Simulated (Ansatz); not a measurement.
Input file for Ansatz (a quantum-chemistry and plane-wave program):

Ansatz 0.2 input:
```yaml
crystal:
  lattice:
    - [0.0, 3.5200594158, 3.5200594158]
    - [3.5200594158, 0.0, 3.5200594158]
    - [3.5200594158, 3.5200594158, 0.0]
  atoms:
    - { symbol: Cs, position: [0.0, 0.0, 0.0] }
    - { symbol: Cl, position: [0.5, 0.5, 0.5] }
kpoints:
  mp_grid: { grid: [5, 5, 5] }
hamiltonian:
  xc: hse06
  pseudopotentials: { azcp: { folder: ./paw }, kind: paw_fr }
magnetization: { noncollinear: true, spin_orbit: true }
scf:
  n_extra_bands: 12
  occupations: { method: gaussian, width: 0.02 }
output:
  eigenvalues: true
  eigenstates:
    e_range: [-9.0, 17.2]
    kpoints:
      - [0.5, 0.0, 0.5]  # VBM
      - [0.0, 0.0, 0.0]  # CBM
      - [0.0, 0.0, 0.0]  # GAMMA
      - [0.5, 0.0, 0.5]  # X
      - [0.5, 0.5, 0.5]  # L
      - [0.5, 0.25, 0.75]  # W
      - [0.375, 0.375, 0.75]  # K
      - [0.625, 0.25, 0.625]  # U
```

Output (shortened):

```
Pseudopotential: Cs, paw, valence charge 9
Pseudopotential: Cl, paw, valence charge 7
Functional definition: HSE06
non-collinear run that drives no moment, with spin-orbit …
Crystal: 2 atoms, lattice volume = 87.233 Å³
Basis set: ecut = 420 eV, 1687 PW (Γ)
Bands: 28, of which v1, the nominal top of the filled ones, is band 16 counted from 1 (15 counted from 0)
Symmetry: 48 space group operations + 48 with time reversal
k-points: 10 of 125
Projection manifold: j_resolved (fully-relativistic pseudo-atomic orbitals)
SCF iter   1: F=—  HF=-6759.163300 eV  |F-HF|=—  |Δ(HF+E_count)|=         —  Δρ=3.24e-2  dr2=1.63e0  dr2_m=0.00e0 (ungated)  ethr=1.00e-1  |M|=0.00e0 ∫|m|=0.00e0 μB  |m|>n=0.0e0 m-floor=0.0e0 τ_xc=0.0e0  β_m=0.30  ⟨swp⟩=8.5  Hψ=1178  notcnv=0
preconditioner: auto → none
SCF iter   2: F=—  HF=-6758.662849 eV  |F-HF|=—  |Δ(HF+E_count)|=   5.00e-1  Δρ=1.18e-2  dr2=1.96e-1  dr2_m=0.00e0 (ungated)  ethr=1.02e-2  |M|=0.00e0 ∫|m|=0.00e0 μB  |m|>n=0.0e0 m-floor=0.0e0 τ_xc=0.0e0  β_m=0.36  ⟨swp⟩=5.0  Hψ=790  notcnv=0  defer=8
SCF iter   3: F=—  HF=-6758.622539 eV  |F-HF|=—  |Δ(HF+E_count)|=   4.03e-2  Δρ=4.58e-3  dr2=2.44e-2  dr2_m=0.00e0 (ungated)  ethr=1.22e-3  |M|=0.00e0 ∫|m|=0.00e0 μB  |m|>n=0.0e0 m-floor=0.0e0 τ_xc=0.0e0  β_m=0.51  ⟨swp⟩=4.4  Hψ=830  notcnv=0
iter 4 solved again at ethr=9.77e-6 eV; its pass at ethr=1.52e-4 eV (dr2=1.56e-3 eV) is discarded
SCF iter   4: F=-6758.634643 eV  HF=-6758.633430 eV  |F-HF|=1.21e-3  |Δ(HF+E_count)|=   1.09e-2  Δρ=1.17e-3  dr2=1.60e-3  dr2_m=0.00e0 (ungated)  ethr=9.77e-6  |M|=0.00e0 ∫|m|=0.00e0 μB  |m|>n=0.0e0 m-floor=0.0e0 τ_xc=0.0e0  ⟨swp⟩=4.5  Hψ=1536  notcnv=0  defer=6
SCF 1 stopped early in 4 iterations: F = -6758.634643 eV  dr2 = 1.60e-3
Crystal: 2 atoms, lattice volume = 87.233 Å³
Projection manifold: j_resolved (fully-relativistic pseudo-atomic orbitals)
Exchange kernel: α = 0.2500, screened, ω = 0.2079 Å⁻¹, Wigner–Seitz truncation, v(0) = 1046.7602 eV·Å³, q-mesh 5×5×5, nearest image of the exchange supercell L …
Frozen-core exchange: fock
SCF iter   1: F=—  HF=-6758.328765 eV  |F-HF|=—  |Δ(HF+E_count)|=         —  Δρ=2.96e-3  dr2=9.75e-3  dr2_m=0.00e0 (ungated)  ethr=1.00e-4  |M|=0.00e0 ∫|m|=0.00e0 μB  |m|>n=0.0e0 m-floor=0.0e0 τ_xc=0.0e0  β_m=0.30  ⟨swp⟩=5.9  Hψ=1108  notcnv=0
preconditioner: auto → none
SCF iter   2: F=—  HF=-6758.328316 eV  |F-HF|=—  |Δ(HF+E_count)|=   4.49e-4  Δρ=1.87e-3  dr2=3.19e-3  dr2_m=0.00e0 (ungated)  ethr=5.54e-5  |M|=0.00e0 ∫|m|=0.00e0 μB  |m|>n=0.0e0 m-floor=0.0e0 τ_xc=0.0e0  β_m=0.55  ⟨swp⟩=3.1  Hψ=642  notcnv=0
SCF iter   3: F=—  HF=-6758.328413 eV  |F-HF|=—  |Δ(HF+E_count)|=   9.66e-5  Δρ=3.91e-4  dr2=3.32e-4  dr2_m=0.00e0 (ungated)  ethr=1.44e-5  |M|=0.00e0 ∫|m|=0.00e0 μB  |m|>n=0.0e0 m-floor=0.0e0 τ_xc=0.0e0  β_m=0.58  ⟨swp⟩=4.7  Hψ=846  notcnv=0
SCF iter   4: F=—  HF=-6758.329884 eV  |F-HF|=—  |Δ(HF+E_count)|=   1.47e-3  Δρ=1.89e-4  dr2=2.19e-5  dr2_m=0.00e0 (ungated)  ethr=1.24e-6  |M|=0.00e0 ∫|m|=0.00e0 μB  |m|>n=0.0e0 m-floor=0.0e0 τ_xc=0.0e0  β_m=0.58  ⟨swp⟩=3.6  Hψ=634  notcnv=0  defer=2
SCF iter   5: F=—  HF=-6758.329879 eV  |F-HF|=—  |Δ(HF+E_count)|=   4.57e-6  Δρ=1.77e-5  dr2=3.44e-6  dr2_m=0.00e0 (ungated)  ethr=1.18e-7  |M|=0.00e0 ∫|m|=0.00e0 μB  |m|>n=0.0e0 m-floor=0.0e0 τ_xc=0.0e0  β_m=0.72  ⟨swp⟩=3.2  Hψ=542  notcnv=0
SCF iter   6: F=—  HF=-6758.329901 eV  |F-HF|=—  |Δ(HF+E_count)|=   2.16e-5  Δρ=4.35e-5  dr2=3.28e-6  dr2_m=0.00e0 (ungated)  ethr=2.10e-9  |M|=0.00e0 ∫|m|=0.00e0 μB  |m|>n=0.0e0 m-floor=0.0e0 τ_xc=0.0e0  β_m=0.72  ⟨swp⟩=5.0  Hψ=1120  notcnv=0
SCF iter   7: F=-6758.329900 eV  HF=-6758.329900 eV  |F-HF|=1.54e-7  |Δ(HF+E_count)|=   1.08e-6  Δρ=1.06e-5  dr2=2.93e-7  dr2_m=0.00e0 (ungated)  ethr=2.10e-9  |M|=0.00e0 ∫|m|=0.00e0 μB  |m|>n=0.0e0 m-floor=0.0e0 τ_xc=0.0e0  ⟨swp⟩=3.0  Hψ=520  notcnv=0
SCF 2 stopped early in 7 iterations: F = -6758.329900 eV  dr2 = 2.93e-7
hybrid outer 1: dexx = +1.801e-3 eV, tail = 5.49e-6 eV
Crystal: 2 atoms, lattice volume = 87.233 Å³
Projection manifold: j_resolved (fully-relativistic pseudo-atomic orbitals)
Exchange kernel: α = 0.2500, screened, ω = 0.2079 Å⁻¹, Wigner–Seitz truncation, v(0) = 1046.7602 eV·Å³, q-mesh 5×5×5, nearest image of the exchange supercell L …
Frozen-core exchange: fock
SCF iter   1: F=—  HF=-6758.329976 eV  |F-HF|=—  |Δ(HF+E_count)|=         —  Δρ=2.27e-5  dr2=2.87e-7  dr2_m=0.00e0 (ungated)  ethr=1.72e-7  |M|=0.00e0 ∫|m|=0.00e0 μB  |m|>n=0.0e0 m-floor=0.0e0 τ_xc=0.0e0  β_m=0.30  ⟨swp⟩=4.1  Hψ=638  notcnv=0
preconditioner: auto → none
SCF iter   2: F=-6758.329976 eV  HF=-6758.329976 eV  |F-HF|=1.47e-8  |Δ(HF+E_count)|=   2.86e-8  Δρ=1.25e-5  dr2=5.75e-8  dr2_m=0.00e0 (ungated)  ethr=1.46e-9  |M|=0.00e0 ∫|m|=0.00e0 μB  |m|>n=0.0e0 m-floor=0.0e0 τ_xc=0.0e0  ⟨swp⟩=3.8  Hψ=590  notcnv=0
SCF 3 converged in 2 iterations: F = -6758.329976 eV  dr2 = 5.75e-8
hybrid outer 2: dexx = +7.773e-8 eV, tail = 1.20e-7 eV, Δε = 1.32e-3 eV (about 1.99e-4 eV left of the loop's levels)
NSCF: frozen V_eff on 8 k-points
hybrid SCF converged: 2 outer / 9 inner (+4 warm-up), last move |dexx| = 7.77e-8 eV, tail = 1.20e-7 eV
Stability not checked (fock_operator)
Magnetization: |M| = 0.0000 μB,  M = (+0.0000, +0.0000, +0.0000) μB
Absolute magnetization: 0.0000 μB (∫|m|)
  site 0: m = (+0.0000, +0.0000, +0.0000) μB, |m| = 0.0000 μB  (R = 1.45 Å)
  site 1: m = (+0.0000, +0.0000, +0.0000) μB, |m| = 0.0000 μB  (R = 1.45 Å)
Free energy (F): -6758.329976 eV
Frozen-core exchange: fock
Harris-Foulkes:  -6758.329976 eV  (|F-HF|=1.47e-8)
Internal energy: -6758.329976 eV  (E = F + TS)
E sigma→0 (E₀):  -6758.329976 eV
Fermi energy:    3.207156 eV
--- Per-component energies (eV) ---
  E_band       = -101.919356
  E_kinetic    = 298.001723
  E_local      = -529.991520  (includes V_loc(G=0)·N_el)
  E_nonlocal   = 53.414727
  E_hartree    = 182.070642
  E_xc         = -231.326909
  E_vxc        = -204.697545  (∫ρ·V_xc dr)
  E_exx        = -31.546958  (= α·E_x^exact, valence–valence)
  E_paw        = -5748.713249  (= ΣΔE_a)
  E_vpaw       = -19.697525  (= ΣTr[D̂ρ^β])
  E_aug_tail   = 0.000104  (compensation charges beyond the density's cutoff)
  E_ewald      = -749.974071
  E_core_change = -0.264465  (= ΣΔE_core)
  E_smearing   =  0.000000  (= −TS)
  E_closure    = 0.000000  (closes the sum)
  Σ components = -6758.329976   (vs F -6758.329976, Δ=0.00e0)
  [band-id]    e_kinetic+e_local+e_nonlocal+2·e_hartree+e_vxc+2·e_exx+e_vpaw+e_augmentation_tail = -101.922668   (vs E_band -101.919356, Δ=-3.31e-3)
--- Band table (eV; the first three rows and the last of 10) ---
  k-point 0: bands = ["-19.9850", "-19.9850", "-12.8946", "-12.8946", "-6.9166", "-6.9166", "-5.2292", "-5.2292", "-5.2292", "-5.2292", "-0.0293", "-0.0293", "0.1464", "0.1464", "0.1464", "0.1464", "6.2341", "6.2341", "8.4582", "8.4582", "8.4582", "8.4582", …
  k-point 1: bands = ["-19.9724", "-19.9724", "-12.9149", "-12.9149", "-6.9259", "-6.9259", "-5.2564", "-5.2564", "-5.2292", "-5.2292", "-0.1945", "-0.1945", "-0.0408", "-0.0408", "0.0164", "0.0164", "7.0226", "7.0226", "8.3041", "8.3041", "8.8944", "8.8944", …
  k-point 2: bands = ["-19.9519", "-19.9519", "-12.9477", "-12.9477", "-6.9413", "-6.9413", "-5.3000", "-5.3000", "-5.2287", "-5.2287", "-0.4873", "-0.4873", "-0.2499", "-0.2499", "-0.1821", "-0.1821", "8.2192", "8.2192", "8.7830", "8.7830", "9.9289", …
  k-point 9: bands = ["-19.9415", "-19.9415", "-12.9226", "-12.9226", "-7.0509", "-7.0509", "-5.5173", "-5.5173", "-5.3409", "-5.3409", "-0.2836", "-0.2836", "-0.0365", "-0.0365", "0.0929", "0.0929", "7.8617", "7.8617", "8.6720", "8.6720", "9.6060", "9.6060", …
```

Cost: very roughly 12 core-minutes on shared cores.

The points marked VBM and CBM come from a semilocal run.

Space group Fm-3m (rock salt). The first step of the workflow began from a Materials Project structure, measured or hypothetical; the Crystallography Open Database files this formula in space group No. 225, but the cells were not matched. It is not the phase usual at ambient conditions (space group No. 221). The cell was relaxed with HSE06 under the symmetry of its start; its stability against distortions is not shown here.

Potentials: the earlier of the program's two PAW sets.

Ansatz is a plane-wave DFT program.
